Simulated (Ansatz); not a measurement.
Ga (diamond, Fd-3m) at seven volumes, PBEsol (plane waves, PAW; program Ansatz), scaled uniformly. One row is withheld.

```json
[
 {"V (Å³/atom)": "21.719", "P (GPa)": "5.24"},
 {"V (Å³/atom)": "22.435", "P (GPa)": "3.18"},
 {"V (Å³/atom)": "23.151", "P (GPa)": "?"},
 {"V (Å³/atom)": "23.867", "P (GPa)": "0.00"},
 {"V (Å³/atom)": "24.583", "P (GPa)": "-1.23"},
 {"V (Å³/atom)": "25.299", "P (GPa)": "-2.25"},
 {"V (Å³/atom)": "26.015", "P (GPa)": "-3.09"}
]
```

Problem. Fit the shown pressures and predict the withheld one.

Solution. P = (3/2)B₀(x^(7/2) − x^(5/2))[1 + (3/4)(B′ − 4)(x − 1)] with x = (V₀/V)^(2/3). Least squares on the six rows gives V₀ = 23.864 Å³/atom, B₀ = 44.2 GPa, B′ = 4.87. At V = 23.151, x = 1.0204 and P = 1.44 GPa. The run itself gave 1.45 GPa.

The start of the workflow was typed in or built on a structure type; neither database checked (COD, Materials Project) lists it. It is not the phase usual at ambient conditions (space group No. 64). The cell was relaxed with PBEsol under the symmetry of its start. At this level the phase is mechanically unstable. The volume moved by -22 % from the start of the relaxation.

Potentials: the later of the program's two PAW sets.
